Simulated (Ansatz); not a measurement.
Relaxed-ion elastic tensor of Zn₂SeS in space group P-4m2 (No. 115; Zn on 2g, Se on 1d, S on 1b) in GPa (Voigt order), PBEsol in the plane-wave PAW code Ansatz; density 4.84 g/cm³, 20.73 Å³ per atom.

|  | 1 | 2 | 3 | 4 | 5 | 6 |
|---|---|---|---|---|---|---|
| 1 | 122 | 34.1 | 58.4 | 0.0 | 0.0 | 0.0 |
| 2 | 34.1 | 122 | 58.4 | 0.0 | 0.0 | 0.0 |
| 3 | 58.4 | 58.4 | 97.3 | 0.0 | 0.0 | 0.0 |
| 4 | 0.0 | 0.0 | 0.0 | 43.2 | 0.0 | 0.0 |
| 5 | 0.0 | 0.0 | 0.0 | 0.0 | 43.2 | 0.0 |
| 6 | 0.0 | 0.0 | 0.0 | 0.0 | 0.0 | 19.5 |

Task: Is the crystal mechanically stable?

Result: Yes: the smallest eigenvalue of C is 19.5 GPa.

Task: Work out the Voigt, Reuss and Hill averages.

Result: K_V = 71.5, K_R = 71.5, K_H = 71.5; G_V = 33.9, G_R = 29.1, G_H = 31.5 GPa.

Task: Give Young's modulus, Poisson's ratio, Pugh's ratio and the universal anisotropy index.

Result: E = 9KG/(3K + G) = 82.4 GPa; ν = 0.31; K/G = 2.27 (ductile by the Pugh limit of 1.75); A_U = 5G_V/G_R + K_V/K_R − 6 = 0.81.

Task: Estimate the sound speeds and the Debye temperature.

Result: v_l = √((K + 4G/3)/ρ) = 4840 m/s, v_t = √(G/ρ) = 2550 m/s, mean 2850 m/s; Θ = (h/k)(3n/4πV)^(1/3) v_m = 309 K.

Task: Solve the Christoffel equation for the three sound speeds along x, y, z.

Result: Eigenvalues of C_ijkl n_j n_l equal ρv² (piezoelectric stiffening left out). In km/s, slowest first: x 2.00, 2.99, 5.03; y 2.00, 2.99, 5.03; z 2.99, 2.99, 4.48.

Task: How much does each axis shrink under pressure?

Result: Linear compressibilities β_i = Σ_j S_ij (j = 1 to 3): x 4.6, y 4.6, z 4.7 per TPa.

The workflow started from a Materials Project entry (that database holds measured and hypothetical structures alike); the Crystallography Open Database copy checked does not list it. Its standing as an ambient phase is unchecked. The cell was relaxed with PBEsol under the symmetry of its start; of distortions, only those at the zone centre were tested.

Potentials: the later of the program's two PAW sets.
